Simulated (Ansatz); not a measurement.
Input:

LiTaO₃:
Space group R3c, hexagonal axes (No. 161); a = 5.140 Å, b = 5.140 Å, c = 13.772 Å, α = 90.00°, β = 90.00°, γ = 120.00°

```json
[
 {"atom": "Li", "site": "6a", "symmetry": "3.", "x": "0.0000", "y": "0.0000", "z": "0.2829"},
 {"atom": "Ta", "site": "6a", "symmetry": "3.", "x": "0.0000", "y": "0.0000", "z": "0.4998"},
 {"atom": "O", "site": "18b", "symmetry": "1", "x": "0.0482", "y": "0.3439", "z": "0.0695"}
]
```
(The calculation used a cell of 10 atoms; values per cell refer to that cell.)

This is the PBEsol-relaxed structure.

Question: All from the program Ansatz at the PBEsol level (PAW), unless another level is named. Estimate the Born charges (a third of the trace).

Answer: Li +1.12, Ta +7.29, O -2.80 e.

Question: What about the electronic dielectric constant ε∞ (DFPT)?

Answer: 5.06 (xx = yy), 5.17 (zz).

Question: Give the largest static χ(2) component.

Answer: 35 pm/V.

The cell was relaxed with PBEsol under the symmetry of its start. The run is not spin-polarised. Spin–orbit coupling is left out wherever it is not named.

Potentials: the later of the program's two PAW sets.
